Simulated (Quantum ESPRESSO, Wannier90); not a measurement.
**ZnO (wurtzite): Wannier90 run**

```
begin unit_cell_cart
ang
    3.2373498524    0.0000000000    0.0000000000
   -1.6186749262    2.8036272131    0.0000000000
    0.0000000000    0.0000000000    5.2220600000
end unit_cell_cart
begin atoms_frac
Zn  -0.3333333333  0.3333333333 -0.4994100000
Zn   0.3333333333 -0.3333333333  0.0005900000
O   -0.3333333333  0.3333333333 -0.1202800000
O    0.3333333333 -0.3333333333  0.3797200000
end atoms_frac
```

Structure: Materials Project mp-2133, symmetrised, not relaxed again. COD (Crystallography Open Database) has the formula in 2 space groups, this one among them (matched by group alone). Level: PBEsol, no spin polarisation, no spin-orbit coupling; pw.x of Quantum ESPRESSO at 68 Ry with PseudoDojo potentials, 6×6×4 k-points, Wannier90. Density: 12×12×6 mesh, Gaussian smearing 0.01 Ry.

Functional, cutoff and mesh named above are those of the base row (PBEsol); the first column says what each row takes instead. Model: 26 functions from bands 9-48, start hydrogen-like Zn: s;p;d; O: s;p, disentangled but not localised (num_iter = 0), frozen window tied to the conduction edge or Fermi level of each row, as listed, which moves Ω_I and hoppings a little by itself. Energies are relative to the valence-band maximum; the misfit is to pw.x on a path, for states up to 1.8 eV relative to the valence-band maximum. The functional changes, each with its own PseudoDojo files and their cutoffs, on the same cell. The disentangled Ω_I can sit in another minimum from row to row.

```json
[
 {"functional": "LDA", "frozen to (eV)": "2.29", "Ω_I (Å²)": "12.67", "rms misfit (meV)": "1.3", "gap (eV)": "0.79", "bottom of band 9 (eV)": "-17.77", "on-site Zn1 pz minus Zn1 s (eV)": "6.04", "hopping modulus O3 pz – Zn1 pz, R = 0 0 0 (eV)": "2.769", "hopping modulus O3 s – Zn1 pz, R = 0 0 0 (eV)": "2.358", "hopping modulus O3 s – Zn1 dz2, R = 0 0 0 (eV)": "1.678", "hopping modulus O3 pz – Zn1 dz2, R = 0 0 0 (eV)": "0.944"},
 {"functional": "PBE", "frozen to (eV)": "2.37", "Ω_I (Å²)": "12.69", "rms misfit (meV)": "1.2", "gap (eV)": "0.87", "bottom of band 9 (eV)": "-18.03", "on-site Zn1 pz minus Zn1 s (eV)": "6.04", "hopping modulus O3 pz – Zn1 pz, R = 0 0 0 (eV)": "2.759", "hopping modulus O3 s – Zn1 pz, R = 0 0 0 (eV)": "2.326", "hopping modulus O3 s – Zn1 dz2, R = 0 0 0 (eV)": "1.700", "hopping modulus O3 pz – Zn1 dz2, R = 0 0 0 (eV)": "0.937"},
 {"functional": "PBEsol", "frozen to (eV)": "2.25", "Ω_I (Å²)": "12.73", "rms misfit (meV)": "1.3", "gap (eV)": "0.76", "bottom of band 9 (eV)": "-17.99", "on-site Zn1 pz minus Zn1 s (eV)": "5.99", "hopping modulus O3 pz – Zn1 pz, R = 0 0 0 (eV)": "2.775", "hopping modulus O3 s – Zn1 pz, R = 0 0 0 (eV)": "2.339", "hopping modulus O3 s – Zn1 dz2, R = 0 0 0 (eV)": "1.700", "hopping modulus O3 pz – Zn1 dz2, R = 0 0 0 (eV)": "0.946"}
]
```
